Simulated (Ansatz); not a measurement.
Data:

CaAg2Ge2:
```
CELL_PARAMETERS angstrom
     -2.15924     2.15924     5.46154
      2.15924    -2.15924     5.46154
      2.15924     2.15924    -5.46154
ATOMIC_POSITIONS crystal
  Ag 0.75000 0.25000 0.50000
  Ag 0.25000 0.75000 0.50000
  Ge 0.39031 0.39031 0.00000
  Ge 0.60969 0.60969 0.00000
  Ca 0.00000 0.00000 0.00000
```

This is the r²SCAN-relaxed structure.

Task: All from the program Ansatz at the r²SCAN level (PAW), unless another level is named. Predict the electronic character.

Result: metallic (no gap).

Task: What about the formation energy from the elements (no fitted shifts)?

Result: -0.32 eV/atom.

Task: Predict the density of states at the Fermi level.

Result: 0.27 states/eV per atom (mean over ±0.08 eV).

Space group I4/mmm. The workflow started from an entry of the Crystallography Open Database (COD). Its standing as an ambient phase is unchecked. The r²SCAN relaxation kept the symmetry of its start; whether a distortion lowers the energy is not shown. No spin polarisation was allowed. The references are the lowest solids computed at this level, not always the standard phases. Scalar-relativistic: spin–orbit coupling is off unless named, which matters more the heavier the elements.

Potentials: the later of the program's two PAW sets.
